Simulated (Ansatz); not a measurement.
The end of the path is a generated cell of AlIr: the first start was made by a random draw of sites in a space group, and the end was not matched to a known phase here, so it may be hypothetical.

A geometry of AlIr away from equilibrium: step 18 of the relaxation of a randomly generated symmetric cell of AlIr (space group No. 186). These are PBEsol (plane waves to 420 eV, PAW, scalar-relativistic; Ansatz, a first-principles code) values and carry that method's errors. Γ-centred k-mesh 16×16×3 on the run's cell (coarser than for final values), Fermi–Dirac smearing 0.05 eV.

```xyz
4
Lattice="2.7868 0.0000 0.0000 -1.3934 2.4135 0.0000 0.0000 0.0000 8.1232" Properties=species:S:1:pos:R:3 pbc="T T T"
Al     0.0000     0.0000     7.2891
Al     0.0000     0.0000     3.2275
Ir     0.0000     1.6090     5.2583
Ir     1.3934     0.8045     1.1967
```

Which atoms carry the largest force, and which way does it point?

No atom: all forces are below 0.005 eV/Å; only the cell is out of equilibrium.

What is the pressure?

+4.5 GPa, compression positive.

How much energy per atom can still be gained by relaxing?

0.01 eV/atom; the path ends in P6₃/mmc (No. 194) (NiAs type).

No spin polarisation in the result.

The run could not lose the symmetry of its start, so the end can be a saddle point.
